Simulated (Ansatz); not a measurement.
Relaxed AuSb2 (space group Pa-3):

```
AuSb2
1.0
    6.62458     0.00000     0.00000
    0.00000     6.62458     0.00000
    0.00000     0.00000     6.62458
Sb Au
8 4
Direct
  0.37498   0.12502   0.87498
  0.62502   0.87498   0.12502
  0.12502   0.87498   0.37498
  0.87498   0.12502   0.62502
  0.87498   0.37498   0.12502
  0.12502   0.62502   0.87498
  0.62502   0.62502   0.62502
  0.37498   0.37498   0.37498
  0.00000   0.50000   0.50000
  0.50000   0.50000   0.00000
  0.50000   0.00000   0.50000
  0.00000   0.00000   0.00000
```

The atoms are displaced by Q × the pattern below (from a DFPT mode at Γ, largest move 1; Q in Å), at fixed cell.

```tsv
atom	x	y	z
Sb1	-0.577	0.577	-0.577
Sb2	0.577	-0.577	0.577
Sb3	0.577	-0.577	-0.577
Sb4	-0.577	0.577	0.577
Sb5	-0.577	-0.577	0.577
Sb6	0.577	0.577	-0.577
Sb7	0.577	0.577	0.577
Sb8	-0.577	-0.577	-0.577
```

Atoms not listed stay in place.

The numbers are results of LDA (plane waves to 420 eV, PAW, scalar-relativistic; Ansatz, a quantum-chemistry and plane-wave program), not measurements. k mesh 6×6×6 (Γ-centred), Fermi-Dirac smearing 0.05 eV. E stands for the smeared free energy. Stress and pressure are positive under compression. With partly filled bands, energies and forces of such displacements shift with the k mesh and the smearing. AuSb2 was relaxed with its symmetry unable to fall. Spin-orbit coupling is left out, though Au and Sb are heavy. ΔE is measured from the undisplaced structure.

```
Q (Å)   ΔE (meV/cell)  P (GPa)  −dE/dQ from forces (eV/Å)
------  -------------  -------  -------------------------
-0.180           2018      4.3                     27.494
-0.150           1302      3.0                     20.477
-0.120            777      2.1                     14.723
-0.090            409      1.3                      9.988
-0.060            170      0.7                      6.044
-0.030             40      0.3                      2.739
0.000               0      0.0                     -0.003
0.030              35     -0.2                     -2.244
0.060             130     -0.2                     -4.043
0.090             274     -0.2                     -5.453
0.120             453     -0.2                     -6.455
0.150             657     -0.1                     -7.039
0.180             873      0.1                     -7.369
```

Summary:

The energy at Q = 0.180 Å comes out as 873 meV/cell. Space group of the distorted cell: Pa-3 (No. 205), as undistorted: a fully symmetric mode. Symmetry of the curve: not even: the negative side lies higher at ±0.180 Å. Shape of the curve: a single well with its minimum at or next to zero displacement. Harmonic wavenumber from the curvature (finite differences): 152 cm⁻¹. Wavenumber by perturbation theory (DFPT, on another k mesh): 152 cm⁻¹.

(A displaced cell: forces are minus the slopes of the energy, force constants its curvatures, and phonons follow from these.)
